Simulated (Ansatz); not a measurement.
CdI2:
```yaml
crystal:
  lattice:
    - [4.24247, 0.00000, 0.00000]
    - [-2.12124, 3.67409, 0.00000]
    - [0.00000, 0.00000, 6.82394]
  atoms:
    - { symbol: Cd, position: [0.00000, 0.00000, 0.00000] }
    - { symbol: I, position: [0.33333, 0.66667, 0.25348] }
    - { symbol: I, position: [0.66667, 0.33333, 0.74652] }
```

Relaxed with PBE+D3(BJ).

Problem. Give the optical modes at the zone centre with their infrared and Raman activity from DFPT, PBE+D3(BJ) (plane waves, PAW; program Ansatz).

Solution. Transverse frequencies, without the LO–TO term; a row sums one degenerate level.

```tsv
ω (cm⁻¹)	degeneracy	IR ((D/Å)²/amu)	Raman (Å⁴/amu)	activity	symmetry
56	2	0.00	3.4	Raman	Eg
83	2	5.26	0	IR	Eu
109	1	0.00	250	Raman	A1g
132	1	0.94	0	IR	A2u
```

Problem. How high does the top mode go among those that the LO–TO term moves?

Solution. 127 cm⁻¹ for q along x, 127 cm⁻¹ for q along y, 146 cm⁻¹ for q along z.

Space group P-3m1 (CdI2 type). The cell was relaxed with PBE+D3(BJ) under the symmetry of its start; phonons on a q-mesh show no instability. Spin–orbit coupling is left out wherever it is not named.

Potentials: the later of the program's two PAW sets.
